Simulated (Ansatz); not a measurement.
Relaxed-ion elastic tensor of KMgF$_{3}$ (cubic perovskite, Pm-3m) in GPa (Voigt order), DFT-PBEsol in the program Ansatz with PAW potentials; density 3.14 g/cm³, 12.72 Å³ per atom.

|  | 1 | 2 | 3 | 4 | 5 | 6 |
|---|---|---|---|---|---|---|
| 1 | 138 | 39.5 | 39.5 | 0.0 | 0.0 | 0.0 |
| 2 | 39.5 | 138 | 39.5 | 0.0 | 0.0 | 0.0 |
| 3 | 39.5 | 39.5 | 138 | 0.0 | 0.0 | 0.0 |
| 4 | 0.0 | 0.0 | 0.0 | 45.2 | 0.0 | 0.0 |
| 5 | 0.0 | 0.0 | 0.0 | 0.0 | 45.2 | 0.0 |
| 6 | 0.0 | 0.0 | 0.0 | 0.0 | 0.0 | 45.2 |

Task: Is the crystal mechanically stable?

Result: Yes: the smallest eigenvalue of C is 45.2 GPa.

Task: Work out the Voigt, Reuss and Hill averages.

Result: K_V = 72.3, K_R = 72.3, K_H = 72.3; G_V = 46.8, G_R = 46.7, G_H = 46.8 GPa.

Task: Give Young's modulus, Poisson's ratio, Pugh's ratio and the universal anisotropy index.

Result: E = 9KG/(3K + G) = 115 GPa; ν = 0.23; K/G = 1.55 (brittle by the Pugh limit of 1.75); A_U = 5G_V/G_R + K_V/K_R − 6 = 0.01.

Task: Estimate the sound speeds and the Debye temperature.

Result: v_l = √((K + 4G/3)/ρ) = 6550 m/s, v_t = √(G/ρ) = 3860 m/s, mean 4270 m/s; Θ = (h/k)(3n/4πV)^(1/3) v_m = 545 K.

Task: Give the Zener ratio and Young's modulus along [100], [110] and [111].

Result: A = 2C44/(C11 − C12) = 0.92; 1/E = S11 − 2(S11 − S12 − S44/2)Γ with Γ = 0, 1/4, 1/3 gives 120, 114, 112 GPa.

Symmetry was held in the PBEsol relaxation; of distortions, only those at the zone centre were tested.

Potentials: the later of the program's two PAW sets.
